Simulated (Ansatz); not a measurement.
# MgTl: levels along high-symmetry lines

```yaml
crystal:
  lattice:
    - [3.63500, 0.00000, 0.00000]
    - [0.00000, 3.63500, 0.00000]
    - [0.00000, 0.00000, 3.63500]
  atoms:
    - { symbol: Mg, position: [0.00000, 0.00000, 0.00000] }
    - { symbol: Tl, position: [0.50000, 0.50000, 0.50000] }
```

Atoms are numbered in the order listed.

The cell is COD entry 1523145, as deposited and not checked against the literature; nothing was relaxed. It is an old determination, and later ones may differ.

No spin–orbit coupling, which matters for the heavy atoms here.

Level of theory: DFT, LDA, all-electron LAPW, scalar-relativistic in Ansatz 0.2.0.

Numerical set-up: a Γ-centred 9×9×9 k mesh, Fermi–Dirac smearing of 0.05 eV, basis error target 0.5 meV/atom, no spin polarisation.

Points in fractions of the reciprocal vectors of this cell: Γ (0, 0, 0), X (0, 0.5, 0), M (0.5, 0.5, 0), R (0.5, 0.5, 0.5). The path joins them by straight lines in the order Γ–X–M–Γ–R–X–R–M; legs that retrace an earlier one aren't tabulated. Energies are in eV from the Fermi level.

Question: List the levels at X between -5 and 2 eV.

Answer: -4.92.

Question: List the levels at Γ between -5 and 2 eV.

Answer: none.

Question: List the levels at M between -5 and 2 eV.

Answer: -2.60 (×2), -0.32.

Question: What is the band gap?

Answer: none: with an odd electron count and no spin polarisation the bands can't all be full, a metal in this set-up (spin order or a larger cell could open a gap).
